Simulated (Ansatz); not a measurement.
Structure: Ga₄AsP₃ as one 8-atom ordering (P3m1) on the wurtzite lattice, at its r2SCAN minimum. The symmetry is P3m1 (No. 156, trigonal); a = 3.879 Å, c = 12.801 Å in the conventional setting, 20.85 Å³ an atom. Around P lie 4 Ga at 2.37 Å; around As lie 4 Ga at 2.41–2.45 Å; around Ga lie 4 P at 2.37 Å; around Ga lie 1 P at 2.37 Å and 3 As at 2.41 Å; around Ga lie 3 P at 2.37 Å and 1 As at 2.45 Å.

```
P As Ga
1.0
     3.87911    0.00000    0.00000
    -1.93955    3.35940    0.00000
     0.00000    0.00000   12.80078
P As Ga
3 1 4
Direct
  0.66667 0.33333 0.99662
  0.66667 0.33333 0.50303
  0.33333 0.66667 0.74974
  0.33333 0.66667 0.24923
  0.66667 0.33333 0.81120
  0.66667 0.33333 0.31824
  0.33333 0.66667 0.56440
  0.33333 0.66667 0.05754
```

The questions ask for values computed with Ansatz 0.2.0 on this geometry. (Calculated; non-magnetic; the phase may be known or hypothetical.)

Task: What gap does r2SCAN give, and where are the band edges?

Result: r2SCAN gives a direct gap of 1.40 eV at Γ.

Task: Estimate the gap with PBE on 12×12×2.

Result: PBE gives a direct gap of 1.03 eV at Γ. The gap differs by -0.37 eV from r2SCAN's.

Task: How does the gap change from r2SCAN to PBE+SOC (12×12×2)?

Result: PBE+SOC gives a direct gap of 0.95 eV at Γ. Spin-orbit coupling itself accounts for -0.083 eV. The gap differs by -0.45 eV from r2SCAN's.

Task: How does the gap change from r2SCAN to HSE06 (6×6×2)?

Result: The HSE06 gap is direct at Γ: 1.80 eV. The gap differs by +0.40 eV from r2SCAN's.

Task: What does PBE0 give for the gap (6×6×2 mesh)?

Result: With PBE0 the gap is 2.45 eV and direct, at Γ. The gap differs by +1.05 eV from r2SCAN's.

Task: Roughly how does the cost of the PBE+SOC run (12×12×2) compare with r2SCAN's (12×12×2)?

Result: About 4 times as much (6 core-minutes against 90 core-seconds, on 4 threads of AMD EPYC 7R43 64-Core Processor (Zen 3) (shared host)).

Task: What do these levels agree on?

Result: r2SCAN covers 48 % of the step from PBE to HSE06, while HSE06 needs about 11 times r2SCAN's rough cost (on a coarser mesh). For gaps to 0.1 eV, spin-orbit coupling (up to 0.08 eV here) is at the margin. Among these functionals the gap stays direct.

Only the levels marked +SOC include spin-orbit coupling.
